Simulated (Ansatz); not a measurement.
CdGa2Se4:
```
CdGa2Se4
1.0
   -2.86264     2.86264     5.39232
    2.86264    -2.86264     5.39232
    2.86264     2.86264    -5.39232
Cd Ga Se
1 2 4
Direct
  0.00000   0.00000   0.00000
  0.25000   0.75000   0.50000
  0.50000   0.50000   0.00000
  0.86279   0.39538   0.97845
  0.60462   0.58306   0.46741
  0.41694   0.88434   0.02155
  0.11566   0.13721   0.53259
```

Relaxed with PBEsol.

**Question.** Give the Bader charges and basin volumes of the independent atoms, the program Ansatz at the PBEsol level (PAW).

**Answer.** 

| atom | Bader charge (e) | Bader volume (Å³) |
|---|---|---|
| Cd1 | +0.67 | 22.0 |
| Ga2 | +0.94 | 15.4 |
| Ga3 | +0.94 | 15.4 |
| Se4 | -0.64 | 31.0 |

Space group I-4. The workflow started from a Materials Project entry (that database holds measured and hypothetical structures alike); the Crystallography Open Database files this formula in space group No. 82, but the cells were not matched. Whether it is the stable phase at ambient conditions was not checked. Symmetry was held in the PBEsol relaxation; its stability against distortions is not shown here.

Potentials: the later of the program's two PAW sets.
